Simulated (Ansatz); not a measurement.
What DFT gives for LaAg

```xyz
2
Lattice="3.8544 0.0000 0.0000 0.0000 3.8544 0.0000 0.0000 0.0000 3.8544" Properties=species:S:1:pos:R:3 pbc="T T T"
La    1.9272    1.9272    1.9272
Ag    0.0000    0.0000    0.0000
```

Method: r2SCAN, no spin polarisation; PAW, plane waves to 500 eV, 9×9×9 Γ-centred mesh, fermi-dirac occupations (width 0.1 eV) (Ansatz 0.2.0), atoms fixed.

**Question.** How is the charge shared?

**Answer.** Bader charges in e: La +1.33, Ag -1.33. In the mean La gives up most and Ag takes most.

**Question.** What do density and ELF say about some of the short contacts?

**Answer.** La–Ag at 3.34 Å: least valence density 0.14 e/Å³ and ELF 0.16 there. La–La at 3.85 Å: least valence density 0.06 e/Å³ and ELF 0.04 there. Ag–Ag at 3.85 Å: least valence density 0.10 e/Å³ and ELF 0.38 there. Both are smooth PAW fields, read partly inside the augmentation spheres.

**Question.** What does the stress say?

**Answer.** The pressure is -1.5 GPa (compression positive), so with the atoms held at these fractions the cell would first shrink.

**Question.** Is it stable against the elements?

**Answer.** -0.26 eV an atom against the elements' usual phases (free molecules for gases, crystals otherwise, with no correction for O₂ or N₂), so it is bound against them; other compounds may still compete. Relaxing would lower it.

**Question.** Is there a gap?

**Answer.** It is a metal, with about 1.6 states/eV a cell as the mean within 0.25 eV of the Fermi level, mostly La d (67 %).

Origin: a database entry at a rescaled volume. Caveats: f levels without a U or exact exchange are poorly placed.
